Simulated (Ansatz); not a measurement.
**Profile along the W–C line in WC (WC type, space group P-6m2)**

WC (WC type, space group P-6m2)

```
CELL_PARAMETERS angstrom
      2.91216     0.00000     0.00000
     -1.45608     2.52201     0.00000
      0.00000     0.00000     2.83623
ATOMIC_POSITIONS crystal
  W  0.00000 0.00000 0.00000
  C  0.66667 0.33333 0.50000
```

Fields along a shortest W–C line of a (-1 2 -1 0) plane (2.20 Å), from W to C, interpolated on the slice's grid (step about 0.2 Å). The numbers are results of r2SCAN (plane waves to 500 eV, PAW, scalar-relativistic; Ansatz, a program for electronic structure), not measurements. k mesh 18×18×16. These are valence fields of a PAW run, semicore shells included where kept as valence: close to a nucleus they are smooth pseudo fields. Spin-orbit coupling is left out, though W is heavy. WC is run without spin polarisation. WC was relaxed with its symmetry unable to fall.

| distance from W (Å) | valence electron density (e/Å³) | electron localisation function |
|---|---|---|
| 0.00 | 3.49 | x |
| 0.22 | 4.74 | x |
| 0.44 | 5.18 | 0.63 |
| 0.66 | 3.13 | 0.68 |
| 0.88 | 1.22 | 0.36 |
| 1.10 | 0.66 | 0.31 |
| 1.32 | 0.74 | 0.68 |
| 1.54 | 1.11 | 0.80 |
| 1.76 | 1.56 | 0.60 |
| 1.98 | 1.71 | x |
| 2.20 | 1.62 | x |

x: too close to a nucleus for the ELF to mean much.

Density on the W–C line (2.20 Å) at its density minimum, 1.2 Å from W: 0.65 e/Å³. ELF at that point: 0.4.
